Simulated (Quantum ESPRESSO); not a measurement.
```
CELL_PARAMETERS angstrom
      5.25328     0.00000     0.00000
     -2.62664     4.54947     0.00000
      0.00000     0.00000     8.94579
ATOMIC_POSITIONS crystal
  O  0.00000 0.50000 0.68585
  O  0.00000 0.50000 0.31415
  O  0.50000 0.00000 0.68585
  O  0.50000 0.00000 0.31415
  O  0.50000 0.50000 0.68585
  O  0.50000 0.50000 0.31415
  Cl 0.00000 0.00000 0.00000
  K  0.00000 0.00000 0.50000
  As 0.66667 0.33333 0.79555
  As 0.33333 0.66667 0.20445
  As 0.33333 0.66667 0.79555
  As 0.66667 0.33333 0.20445
```

The geometry is that of Materials Project entry mp-556233, symmetrised and not relaxed again.

Problem. What does norm-conserving LDA (Quantum ESPRESSO, 84 Ry, without SOC) give for the electronic structure near the Fermi level?

Solution. The LDA gap is indirect, 3.25 eV, from L to Γ; the smallest direct gap is 3.37 eV. Spin-orbit splittings are left out.
